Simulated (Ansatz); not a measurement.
Starting cell, CdSe (zinc blende):

```yaml
crystal:
  lattice:
    - [0.00000, 3.04091, 3.04091]
    - [3.04091, 0.00000, 3.04091]
    - [3.04091, 3.04091, 0.00000]
  atoms:
    - { symbol: Se, position: [0.75000, 0.75000, 0.75000] }
    - { symbol: Cd, position: [0.00000, 0.00000, 0.00000] }
```

In this cell atom 2 (Cd, nearest neighbour Se at 2.634 Å; its periodic images, 4.3 Å or more away, move with it) is moved by s towards the nearest neighbour, unit vector (-0.577, -0.577, -0.577); all other atoms and the cell stay fixed.

The numbers are results of PBEsol (plane waves to 420 eV, PAW, scalar-relativistic; Ansatz, a first-principles code), not measurements. k mesh 8×8×8 (Γ-centred), Fermi-Dirac smearing 0.05 eV. Energies are smeared free energies. CdSe was relaxed with its symmetry unable to fall. ΔE is measured from the undisplaced structure.

```
s (Å)   ΔE (meV/cell)
------  -------------
-0.530            318
-0.424       withheld
-0.318            154
-0.212             79
-0.106             23
0.000               0
0.106              31
0.212             145
0.318             382
0.424             801
0.530            1487
```

Q: Fit a polynomial form (powers 2, 3, 4) to the given rows and predict ΔE at s = -0.424.

A: Least squares on the 10 given rows: ΔE = (2277)·s² + (3888)·s³ + (3310)·s⁴, in meV/cell with s in Å; root-mean-square residual 7.3 meV/cell. At -0.424 the fit gives 220 meV/cell; the calculation gives 237 meV/cell, so the interpolation is off by -17 (-7.2 %). The quadratic term alone would give 409 meV/cell.

(A displaced cell: forces are minus the slopes of the energy, force constants its curvatures, and phonons follow from these.)
